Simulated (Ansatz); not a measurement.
Property card for Ga5Sb3As2

Method: DFT PBE, scalar-relativistic, plane waves, PAW (Ansatz).

Plane waves to 420 eV, a k mesh through Γ of 12×12×12 on the computed 10-atom cell and Gaussian smearing (0.10 eV); no spin polarisation.

The structure is relaxed at this level of theory with its symmetry kept, and needn't be the ground state of this composition.

Space group I-4m2 (No. 119), tetragonal, a = 4.264 Å, c = 30.159 Å. Ga on a site of symmetry 2mm is surrounded by 2 As at 2.54 Å and 2 Sb at 2.66 Å; Ga on a second site of symmetry 2mm has 2 As at 2.54 Å and 2 Sb at 2.66 Å; around Ga on a site of symmetry -4m2 lie 4 Sb at 2.66 Å; Sb on a site of symmetry -4m2 has 4 Ga at 2.66 Å; Sb on a site of symmetry 2mm has 4 Ga at 2.66 Å; As is surrounded by 4 Ga at 2.54 Å.

| Item | Value |
| --- | --- |
| Volume per atom | 27.42 Å³ |
| Formation energy from the elements' standard states (uncorrected) | -0.213 eV/atom |
| Kohn–Sham band gap | zero, with almost no states at the Fermi level |
| Density of states at the Fermi level | 0.0 states/eV per cell |
| Orbital (Löwdin) character within 0.5 eV of the Fermi level | Sb 5p 44 %, Ga 4p 23 %, As 4p 21 % |
| Bader charge by site (e) | Ga (2 in the cell) 0.49, Ga (2 in the cell) 0.49, Ga (1 in the cell) 0.32, Sb (1 in the cell) -0.34, Sb (2 in the cell) -0.33, As (2 in the cell) -0.64 |

Spin-orbit coupling is left out, which matters for the bands of heavy elements.

The cell was found from a structure generator's guess, not taken from experiment. Löwdin shares on free-atom orbitals overweight diffuse shells.
